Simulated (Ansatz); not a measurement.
NbSi$_{2}$:
```yaml
crystal:
  lattice:
    - [-3.05761, 3.05761, 2.71393]
    - [3.05761, -3.05761, 2.71393]
    - [3.05761, 3.05761, -2.71393]
  atoms:
    - { symbol: Si, position: [0.64665, 0.14665, 0.79330] }
    - { symbol: Si, position: [0.85335, 0.64665, 0.50000] }
    - { symbol: Si, position: [0.14665, 0.35335, 0.50000] }
    - { symbol: Si, position: [0.35335, 0.85335, 0.20670] }
    - { symbol: Nb, position: [0.25000, 0.25000, 0.00000] }
    - { symbol: Nb, position: [0.75000, 0.75000, 0.00000] }
```

Relaxed with PBE. Special points in fractions of this cell's reciprocal vectors: Γ (0.000, 0.000, 0.000); X (0.000, 0.000, 0.500); M (-0.500, 0.500, 0.500); Z (0.447, 0.447, -0.447); Z0 (-0.447, 0.553, 0.447); P (0.250, 0.250, 0.250); N (0.000, 0.500, 0.000).

Task: List the band energies nearest the Fermi level at these points for PBE (plane waves, PAW; program Ansatz).

Result: In eV from the Fermi level; about four levels below and three above (degenerate sets whole), none deeper than 8.9 eV; points with the same levels are listed once.

| k | below | above |
|---|---|---|
| Γ | -1.29 -0.94 -0.94 -0.79 | 0.08 1.53 1.69 |
| X | -1.84 -0.99 -0.67 -0.22 | 0.12 1.54 2.26 |
| M | -1.57 -0.74 -0.23 -0.08 | 1.04 1.30 1.57 |
| Z | -3.27 -3.27 -1.93 -0.66 -0.07 | 0.12 0.96 1.13 |
| P | -1.69 -1.69 -0.80 -0.80 | 0.16 0.16 0.64 0.64 |
| N | -1.13 -1.13 -0.52 -0.52 | 0.31 0.31 1.87 1.87 |

Space group I4/mcm. The cell is a constructed one: a structure type filled with these elements; neither database checked (COD, Materials Project) lists it. COD files the formula under space group No. 180, 181, so this cell is another polymorph or a model. Whether it is the stable phase at ambient conditions was not checked. Symmetry was held in the PBE relaxation; whether a distortion lowers the energy is not shown. No spin polarisation was allowed. Scalar-relativistic: spin–orbit coupling is off unless named, which matters more the heavier the elements.

Potentials: the later of the program's two PAW sets.
